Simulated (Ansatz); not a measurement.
YSiNi in space group Pnma (No. 62; Y on 4c, Si on 4c, Ni on 4c), r²SCAN (plane waves, PAW; program Ansatz), all energies at zero smearing, with the estimated change up to a 700 eV cutoff added, with one set of potentials and settings (totals compare only within such a set). Cell of 12 atoms (4 Y, 4 Si, 4 Ni): -41386.458 eV.

```
element                             reference phase  E (eV/atom)
-------  ------------------------------------------  -----------
Y                     P6_3/mmc, 2 atoms in the cell   -3859.7274
Si                       Fd-3m, 2 atoms in the cell    -639.0665
Ni       Fm-3m, 1 atoms in the cell, spin-polarised   -5845.2921
```

Formation energy per atom, worked out: (-41386.458 − 4×(-3859.7274) − 4×(-639.0665) − 4×(-5845.2921))/12 = -0.843 eV/atom (-81 kJ per mol of atoms), at 0 K, without zero-point energy or fitted corrections.

The workflow started from a Materials Project entry (that database holds measured and hypothetical structures alike); the Crystallography Open Database copy checked does not list it. With Si and Ni taken as one species the cell has the higher symmetry Imma, so it may be an ordered model of a mixed-site phase. Whether it is the stable phase at ambient conditions was not checked. The cell was relaxed with r²SCAN under the symmetry of its start; its stability against distortions is not shown here. The run is not spin-polarised. The references are the lowest solids computed at this level, not always the standard phases.

Potentials: the earlier of the program's two PAW sets.
